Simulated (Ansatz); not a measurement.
AlIr:
```
AlIr
1.0
    2.99313     0.00000     0.00000
    0.00000     2.99313     0.00000
    0.00000     0.00000     2.99313
Al Ir
1 1
Cartesian
  0.00000   0.00000   0.00000
  1.49657   1.49657   1.49657
```

Relaxed with r²SCAN. Special points in fractions of this cell's reciprocal vectors: Γ (0.000, 0.000, 0.000); X (0.000, 0.500, 0.000); M (0.500, 0.500, 0.000); R (0.500, 0.500, 0.500).

Q: List the band energies nearest the Fermi level at these points for r²SCAN (plane waves, PAW; program Ansatz).

A: In eV from the Fermi level; about four levels below and three above (degenerate sets whole), none deeper than 8.9 eV; points with the same levels are listed once.

| k | below | above |
|---|---|---|
| Γ | -6.21 -6.21 -2.07 -2.07 -2.07 | 4.46 4.46 4.46 |
| X | -5.35 -4.08 -4.08 -1.78 | 0.24 5.96 9.42 9.42 |
| M | -3.62 -3.62 -3.58 -3.58 -0.30 | 2.33 5.50 9.62 |
| R | -7.30 -7.30 -7.30 -0.18 -0.18 | 1.45 1.95 1.95 1.95 |

Space group Pm-3m (CsCl type). The workflow started from a Materials Project entry (that database holds measured and hypothetical structures alike); the Crystallography Open Database copy checked does not list it. With Al and Ir taken as one species the cell has the higher symmetry Im-3m, so it may be an ordered model of a mixed-site phase. Whether it is the stable phase at ambient conditions was not checked. Symmetry was held in the r²SCAN relaxation; whether a distortion lowers the energy is not shown. No spin polarisation was allowed. Scalar-relativistic: spin–orbit coupling is off unless named, which matters more the heavier the elements.

Potentials: the later of the program's two PAW sets.
